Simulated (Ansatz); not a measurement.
ScB:
```yaml
crystal:
  lattice:
    - [0.00000, 2.44362, 2.44362]
    - [2.44362, 0.00000, 2.44362]
    - [2.44362, 2.44362, 0.00000]
  atoms:
    - { symbol: B, position: [0.00000, 0.00000, 0.00000] }
    - { symbol: Sc, position: [0.50000, 0.50000, 0.50000] }
```

Relaxed with PBEsol. Special points in fractions of this cell's reciprocal vectors: Γ (0.000, 0.000, 0.000); X (0.500, 0.000, 0.500); U (0.625, 0.250, 0.625); K (0.375, 0.375, 0.750); L (0.500, 0.500, 0.500); W (0.500, 0.250, 0.750).

Q: List the band energies nearest the Fermi level at these points for the program Ansatz at the PBEsol level (PAW).

A: In eV from the Fermi level; about four levels below and three above (degenerate sets whole), none deeper than 8.9 eV; points with the same levels are listed once.

| k | below | above |
|---|---|---|
| Γ | -8.13 | 2.41 2.41 2.41 |
| X | -5.50 -1.59 | 0.34 1.68 1.68 |
| U | -5.07 -1.41 -1.36 | 0.49 2.99 4.61 |
| L | -4.78 -3.41 -0.37 -0.37 | 4.44 4.44 5.29 |
| W | -4.98 -1.16 -1.16 -0.45 | 4.23 4.23 4.96 |

Space group Fm-3m (rock salt). A made-up cell: these elements were put on the sites of a structure type; neither database checked (COD, Materials Project) lists it. Whether it is the stable phase at ambient conditions was not checked. The PBEsol relaxation kept the symmetry of its start. At this level the phase is mechanically unstable. No spin polarisation was allowed.

Potentials: the earlier of the program's two PAW sets. The files were generated under PBE; for other functionals the program regenerates the frozen cores, and for LDA and PBEsol the local potential too.
